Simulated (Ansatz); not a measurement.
Here is the system:

KCl (rock salt)

```
CELL_PARAMETERS angstrom
      0.00000     6.38117     6.38117
      3.19058     0.00000     3.19058
      3.19058     3.19058     0.00000
ATOMIC_POSITIONS crystal
  Cl 0.00000 0.00000 0.00000
  Cl 0.50000 0.00000 0.00000
  K  0.25000 0.50000 0.50000
  K  0.75000 0.50000 0.50000
```

A phonon eigenvector at L = (0.5, 0.0, 0.0) is frozen into this cell: atom i moves by Q times the vector below, so Q is the largest atomic displacement, in Å. The cell is held. (q is in reciprocal vectors of the primitive cell; the cell shown is doubled to hold the pattern.)

```tsv
atom	x	y	z
Cl1	-0.577	0.577	0.577
Cl2	0.577	-0.577	-0.577
```

Atoms not listed stay in place.

These are PBE (plane waves to 420 eV, PAW, scalar-relativistic; Ansatz, an electronic-structure program) values and carry that method's errors. k mesh 9×9×9 (Γ-centred), Fermi-Dirac smearing 0.05 eV. The energy includes the smearing's −TS. KCl was relaxed with its symmetry unable to fall. ΔE is measured from the undisplaced structure.

The scan covers Q from -0.280 to 0.280 Å in 13 points.

### Question
Is this a single well or a double well?

### Answer
A single well with its minimum at or next to zero displacement.

### Question
Which space group does the distorted structure have?

### Answer
R-3m (No. 166), lowered from Fm-3m.

### Question
What is the energy change at Q = 0.280 Å?

### Answer
209.9 meV/cell.

### Question
What harmonic wavenumber does the curvature at Q = 0 give?

### Answer
143 cm⁻¹.

(A displaced cell: forces are minus the slopes of the energy, force constants its curvatures, and phonons follow from these.)
